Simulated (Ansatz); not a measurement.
An Ansatz input:

```yaml
crystal:
  lattice:
    - [2.4477828277, 0.0, 0.0]
    - [-1.2238914139, 2.1198421118, 0.0]
    - [0.0, 0.0, 8.7221353719]
  atoms:
    - { symbol: Cr, position: [1.0, 1.0, 0.0], spin: 1.5 }
    - { symbol: Cr, position: [1.0, 0.0, 0.5], spin: 1.5 }
    - { symbol: Cr, position: [0.3333333333, 0.6666666667, 0.25], spin: 1.5 }
    - { symbol: Cr, position: [0.6666666667, 0.3333333333, 0.75], spin: 1.5 }
hamiltonian:
  xc: blyp
  pseudopotentials:
    kind: paw
    azcp:
      Cr: "pseudopotentials/Cr.paw.azcp"
basis:
  ecutwfc: 420
  fft_grid_basis: typed
kpoints:
  mp_grid: { grid: [16, 16, 4], shift: [0, 0, 0] }
magnetization:
  spin_polarized: true
scf:
  occupations: { method: fermi_dirac, width: 0.05 }
  lower_state_search: "off"
output:
  stress: true
```

Terminal output

```
Engine: ansatz 0.2.0, x86_64-unknown-linux-gnu
Pseudopotentials: kind: paw
Pseudopotential: Cr, paw, valence charge 14, recommended cutoff 420 eV (normal) 
Functional definition: BLYP
  parameter beta = 0.0042
  parameter a = 0.04918
  parameter b = 0.132
  parameter c = 0.2533
  parameter d = 0.349
  exchange = b88_x(beta = beta)
  correlation = lyp_c(a = a, b = b, c = c, d = d)
Crystal: 4 atoms, lattice volume = 45.258 Å³
Basis set: ecut = 420 eV, 851 PW (Γ), exchange–correlation on 36×36×120 points (8 copies of the dense FFT grid, shifted against one another)
Bands: 38, of which v1, the nominal top of the filled ones, is band 28 counted from 1 (27 counted from 0)
Symmetry: 24 space group operations
Space group: P63/mmc (ITA 194), of the structure as read, at distance tolerance 3.6e-5 Å
Magnetic group: BNS 194.263 (UNI 1493), of the structure as read, at distance tolerance 3.6e-5 Å
k-points: 90 of 1024
Non-local potential: Cr, projectors of the file, l = 0: 3, l = 1: 2, l = 2: 3, l = 3: 1
PAW form: soft (Blöchl's): semilocal exchange-correlation on the pseudo side does not see the compensation charge
PAW frozen core: Cr, regenerated for the run's functional, and the local potential with it (the file was generated under x = pbe(κ = 0.804, μ = 0.2195149727645171), c = pbe(β = 0.06672455060314922))
PAW one-centre angular grid: Cr, 590 points (default); XC on 64 Gauss nodes
Initial density: superposition of atomic densities (chi_scale 0.1, normalization cell)
Starting moments: Σ|m| = 6 μB on 4 of 4 sites
Initial wavefunctions: pseudopotential atomic-orbital guess
Functional: x = b88, c = lyp
SCF iter   1: F=—  HF=-13540.274450 eV  |F-HF|=—  |Δ(HF+E_count)|=         —  Δρ=1.92e-1 (↑1.92e-1 ↓5.13e-2)  dr2=1.60e1  dr2_m=3.61e0  M=2.649 μB ∫|m|=2.651 μB  β_m=0.30  ethr=3.10e-3  ⟨swp⟩=3.6  Hψ=20694  notcnv=0  defer=6
SCF iter   2: F=—  HF=-13537.260379 eV  |F-HF|=—  |Δ(HF+E_count)|=    3.01e0  Δρ=1.14e-1 (↑1.14e-1 ↓4.04e-2)  dr2=4.50e0  dr2_m=1.81e0  M=2.552 μB ∫|m|=2.555 μB  β_m=0.30  ethr=3.10e-3  ⟨swp⟩=2.1  Hψ=13687  notcnv=0  defer=342
SCF iter   3: F=—  HF=-13536.283682 eV  |F-HF|=—  |Δ(HF+E_count)|=   9.77e-1  Δρ=5.17e-2 (↑4.45e-2 ↓5.17e-2)  dr2=3.20e-1  dr2_m=8.49e-1  M=2.531 μB ∫|m|=2.534 μB  β_m=0.30  ethr=3.10e-3  ⟨swp⟩=2.7  Hψ=13104  notcnv=0  defer=341
...
SCF iter  21: F=—  HF=-13536.632440 eV  |F-HF|=—  |Δ(HF+E_count)|=   1.84e-6  Δρ=6.66e-5 (↑2.80e-5 ↓6.66e-5)  dr2=7.03e-6  dr2_m=2.13e-7  M=-0.000 μB ∫|m|=0.002 μB  β_m=0.48  ethr=1.59e-9  ⟨swp⟩=2.0  Hψ=8958  notcnv=0  defer=251
SCF iter  22: F=—  HF=-13536.632440 eV  |F-HF|=—  |Δ(HF+E_count)|=   1.40e-7  Δρ=1.63e-5 (↑7.43e-6 ↓1.63e-5)  dr2=3.69e-7  dr2_m=2.18e-8  M=-0.000 μB ∫|m|=0.000 μB  β_m=0.64  ethr=1.59e-9  ⟨swp⟩=1.5  Hψ=7577  notcnv=0  defer=251
iter 23 did not close the SCF: its close was put off for a magnetic moment that had not settled (scf_convergence_deferred on its scf_iter line)
SCF iter  23: F=-13536.632440 eV  HF=-13536.632440 eV  |F-HF|=5.68e-9  |Δ(HF+E_count)|=   8.87e-9  Δρ=2.57e-6 (↑1.56e-6 ↓2.57e-6)  dr2=7.47e-9  dr2_m=1.01e-9  M=0.000 μB ∫|m|=0.000 μB  β_m=0.82  ethr=1.79e-10  ⟨swp⟩=5.5  Hψ=22776  notcnv=0
SCF iter  24: F=-13536.632440 eV  HF=-13536.632440 eV  |F-HF|=2.35e-10  |Δ(HF+E_count)|=   1.85e-9  Δρ=4.77e-7 (↑4.77e-7 ↓4.40e-7)  dr2=2.80e-10  dr2_m=3.14e-11  M=0.000 μB ∫|m|=0.000 μB  ethr=1.33e-11  ⟨swp⟩=1.0  Hψ=15896  notcnv=0
WARN: the starting moments were not kept: the SCF closed with an absolute magnetisation of 1.0e-5 μB, where they sum to 6 μB in size (4 sites). That is at most 0.1 of that sum. Measured as dr2_m measures the in/out step, that magnetisation stands 2.0e-11 eV from none, at or under the dr2_threshold of 1.0e-7 eV: it is no larger than a step whose dr2_m would equal this threshold. The system may hold no moment; this SCF shows only that its start led to no more than that. To try another start: raise the starting moments (crystal.atoms[].spin, magnetization.per_species, magnetization.initial_magnetization, or on a non-collinear deck that types none of these the spinor_matrix: blocks that start its atoms; where the total moment is fixed, keep their sum and leave initial_magnetization as it is; typed ones take the place of any that the run laid by itself, positive ones on a crystal's lanthanoids without a Hubbard term where scf.initial_density.shell_occupations: [] is typed) or, if the notice of its spin-set hold's release reads "site moments contracting" or "site moments show no strong build", lengthen the hold (scf.mixing.spin_hold: { on: { confirm: 4 } }; for m-r²SCAN on two components see the key's manual first). Each may lead to a state that holds a moment. A second SCF, from the converged charge density, with the starting moments and any scf.initial_density.shell_occupations laid on it anew, would have followed, and was not run: the deck does not ask for one (magnetization.retry_lost_moments is false, the default). To let it run, set magnetization.retry_lost_moments: true and run the deck again, where that key's refused combinations let it; where memory then withholds it, that run's warning says so.
SCF 1 converged in 24 iterations: F = -13536.632440 eV  dr2 = 2.80e-10
SCF converged after 24 iterations
Magnetization: 0.0000 μB (28.0000 up, 28.0000 down)
Absolute magnetization: 0.0000 μB (∫|ρ↑−ρ↓|, with the PAW one-centre terms)
Spin contamination: 0.0000 ħ² per cell (⟨S²⟩ above its minimum at these occupations)
Per-site moments (μB) at R_I (Å): [(2.2587632933159975e-6, 1.009710416441609), (2.258763293386163e-6, 1.009710416441609), (6.477051656987409e-7, 1.009710416441609), (6.477051657555676e-7, 1.009710416441609)]
Free energy (F): -13536.632440 eV
Harris-Foulkes:  -13536.632440 eV  (|F-HF|=2.35e-10)
Internal energy: -13536.583646 eV  (E = F + TS)
E sigma→0 (E₀):  -13536.608043 eV
Entropy (-TS):   -0.048793 eV (-12.198 meV/atom)
Fermi energy:    20.214100 eV
--- Per-component energies (eV) ---
  E_band       = -514.450797
  E_kinetic    = 1383.095854
  E_local      = -4673.849753  (includes V_loc(G=0)·N_el)
  E_nonlocal   = 320.443682
  E_hartree    = 2062.316013
  E_xc         = -554.141002
  E_vxc        = -705.408600  (∫ρ·V_xc dr)
  E_paw        = -4820.871897  (= ΣΔE_a)
  E_vpaw       = -963.366072  (= ΣTr[D̂ρ^β])
  E_aug_tail   = 0.001422  (compensation charges beyond the density's cutoff)
  E_ewald      = -7253.637127
  E_core_change = 0.059161  (= ΣΔE_core)
  E_smearing   = -0.048793  (= −TS)
  E_closure    = -0.000000  (closes the sum)
  Σ components = -13536.632440   (vs F -13536.632440, Δ=0.00e0)
--- Stress (GPa, compression-positive) ---
       22.288690       0.000000       0.000000
        0.000000      22.288690      -0.000000
        0.000000      -0.000000      19.704600
  P = ⅓ Tr σ = 21.4273 GPa (214.273 kbar)
```
